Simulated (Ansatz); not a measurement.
## SrNb₂P₂, a known structure type with other elements, at an estimated volume

```
P Nb Sr
1.0
     0.00000    4.28112    0.00000
     4.28112    0.00000    0.00000
     2.14056    2.14056   -4.90547
P Nb Sr
2 2 1
Direct
  0.38600 0.38600 0.22800
  0.61400 0.61400 0.77200
  0.75000 0.25000 0.50000
  0.25000 0.75000 0.50000
  0.00000 0.00000 0.00000
```

Level: r2SCAN, collinear spin; 500 eV; 6×6×6 Γ-centred mesh; fermi-dirac occupations (width 0.1 eV); Ansatz 0.2.0, fixed geometry.

The state carries no moments; the state need not be the lowest.

**Formation energy.** -0.66 eV an atom against the elements' usual phases (free molecules for gases, crystals otherwise, with no correction for O₂ or N₂), so it is bound against them; other compounds may still compete. Relaxing would lower it.
**Stress.** The pressure is 9.5 GPa (compression positive), so with the atoms held at these fractions the cell would first expand. The principal stresses 1.5, 1.5, 25.5 GPa differ, so its shape would change too.
**Charges.** Bader charges in e: Sr +1.23, Nb +0.76, P -1.38. In the mean Sr gives up most and P takes most.
**Forces.** The largest is on P2 (and as large on other atoms): 0.21 eV/Å, components (0.00, 0.00, 0.21). It makes 180° with the line to a nearest neighbour, P1 at 2.24 Å, pointing away from it.
**Electronic structure.** It is a metal, with about 1.4 states/eV a cell as the mean within 0.25 eV of the Fermi level, mostly Nb d (80 %).

Origin: a known structure type with other elements, at an estimated volume, so it need not be a known compound.
